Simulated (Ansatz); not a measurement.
# Sr$_{3}$V$_{2}$O$_{8}$ single point

The input, for Ansatz 0.2.0 (plane waves, PAW):

```yaml
crystal:
  lattice:
    - [3.00981859, 1.8063171, 6.79166839]
    - [-2.76308623, 1.71772261, 6.70961894]
    - [0.04664102, -3.26086215, 6.68690032]
  atoms:
    - { symbol: Sr, position: [0.00109184, 0.98716015, 0.00849783] }
    - { symbol: Sr, position: [0.78883104, 0.79199229, 0.81143517] }
    - { symbol: Sr, position: [0.20643179, 0.20549124, 0.19970794] }
    - { symbol: V, position: [0.59896986, 0.58616726, 0.59408313] }
    - { symbol: V, position: [0.403549, 0.41337434, 0.39944014] }
    - { symbol: O, position: [0.67230331, 0.67165979, 0.67791066] }
    - { symbol: O, position: [0.33204874, 0.32961805, 0.31606098] }
    - { symbol: O, position: [0.72904977, 0.23942497, 0.73081852] }
    - { symbol: O, position: [0.72892113, 0.73517437, 0.24228322] }
    - { symbol: O, position: [0.24179621, 0.72341305, 0.734087] }
    - { symbol: O, position: [0.26989682, 0.75793444, 0.26875728] }
    - { symbol: O, position: [0.75969217, 0.27369983, 0.2692085] }
    - { symbol: O, position: [0.26931251, 0.2676691, 0.7595855] }
kpoints:
  mp_grid: { grid: [4, 4, 4], shift: [0.0, 0.5, 0.5] }
magnetization:
  spin_polarized: false
scf:
  occupations: { method: fermi_dirac }
  lower_state_search: "off"
  max_iter: 200
hamiltonian:
  pseudopotentials: { kind: paw }
  xc: mr2scan
basis:
  ecutwfc: 500
  fft_grid_basis: typed
output:
  forces: true
  stress: true
  eigenvalues: true
  bader: true
  populations: true
  elf: true
  write_potential: true
  volumetric_format: npy
  dos:
    e_range: [-12, 8]
    de: 0.05
    projected: { site_lists: { O: [O], Sr: [Sr], V: [V] } }
checkpoint:
  read: saved_state
```

The saved state is an earlier solution for the same cell, perhaps on another mesh. 

Output (shortened):

```
SCF iter   1: F=-21067.2729 eV  Δρ=7.82e-4  dr2=2.83e-4  dr2_τ=1.31e-3
SCF iter   2: F=-21067.2731 eV  Δρ=4.17e-4  dr2=1.00e-4  dr2_τ=1.84e-4
SCF iter   3: F=-21067.2731 eV  Δρ=2.14e-4  dr2=6.41e-5  dr2_τ=2.97e-5
SCF iter   4: F=-21067.2729 eV  Δρ=7.62e-5  dr2=1.19e-5  dr2_τ=1.54e-6
SCF iter   5: F=-21067.2729 eV  Δρ=3.59e-5  dr2=1.01e-6  dr2_τ=1.16e-6
SCF iter   6: F=-21067.2729 eV  Δρ=1.16e-5  dr2=1.44e-7  dr2_τ=1.08e-7
SCF iter   7: F=-21067.2729 eV  Δρ=6.54e-6  dr2=8.94e-8  dr2_τ=7.84e-9
Free energy (F): -21067.2729 eV
Harris-Foulkes:  -21067.2729 eV  (|F-HF|=6.68e-8)
Internal energy: -21067.2729 eV  (E = F + TS)
E sigma→0 (E₀):  -21067.2729 eV
Fermi energy:    7.9404 eV
--- Per-component energies (eV) ---
  E_band       = -949.6378
  E_kinetic    = 2819.5506
  E_local      = -8166.5916  (includes V_loc(G=0)·N_el)
  E_nonlocal   = 879.9735
  E_hartree    = 2990.6820
  E_xc         = -1334.4839
  E_vxc        = -1754.9351  (∫ρ·V_xc dr)
  E_paw        = -11662.7625  (= ΣΔE_a)
  E_vpaw       = -819.2343  (= ΣTr[D̂ρ^β])
  E_aug_tail   = 0.0085  (compensation charges beyond the density's cutoff)
  E_vtau       = 110.2155  (kinetic-family band-sum trace: ∫τ·v_τ [+ j·A + Jᵃ·Aᵃ] dr)
  E_ewald      = -6592.4244
  E_core_change = -1.2252  (= ΣΔE_core)
  E_smearing   =  0.0000  (= −TS)
--- Forces (eV/Å), atoms counted from 1 ---
  atom   1  Sr    -0.1257     0.1363     0.2078
  atom   2  Sr     0.1323     0.2384    -0.0423
  atom   3  Sr    -0.0773    -0.0859    -0.3422
  atom   4  V     -2.6023    -0.5202    -1.0913
  atom   5  V      2.8973    -1.3006     3.0424
  atom   6  O      0.1344    -0.0848     2.3304
  atom   7  O     -0.1427     0.1438    -3.6154
  atom   8  O      1.7239    -0.7567    -0.6671
  atom   9  O      0.1423     0.8916    -0.7231
  atom  10  O      0.5177     0.3963     0.1682
  atom  11  O     -1.9053     1.0935     0.8719
  atom  12  O     -0.6134    -0.2374    -0.2887
  atom  13  O     -0.0813     0.0857     0.1495
--- Stress (GPa, compression-positive) ---
       -2.1396      -3.1413      -3.0582
       -3.1413      -3.5566      -1.2629
       -3.0582      -1.2629       3.3234
  P = ⅓ Tr σ = -0.7909 GPa (-7.909 kbar)
--- Bader charges: 13 sites ---
  site symbol  charge [e]  shift [e]
     0     Sr      1.6953     0.0000
     1     Sr      1.6744     0.0000
     2     Sr      1.6733     0.0000
     3      V      2.2377     0.0134
     4      V      2.2361     0.0133
     5      O     -1.1130     0.0041
     6      O     -1.1075     0.0044
     7      O     -1.1791     0.0038
     8      O     -1.2171     0.0033
     9      O     -1.2496     0.0022
    10      O     -1.1749     0.0040
    11      O     -1.2484     0.0021
    12      O     -1.2272     0.0028
```

Origin: a strained cell with displaced atoms, so it need not be a known compound. Caveats: no spin polarisation, so a magnetic state may lie lower; atoms or cell far from equilibrium; m-r2SCAN is r2SCAN with a changed spin dependence that lowers moments.
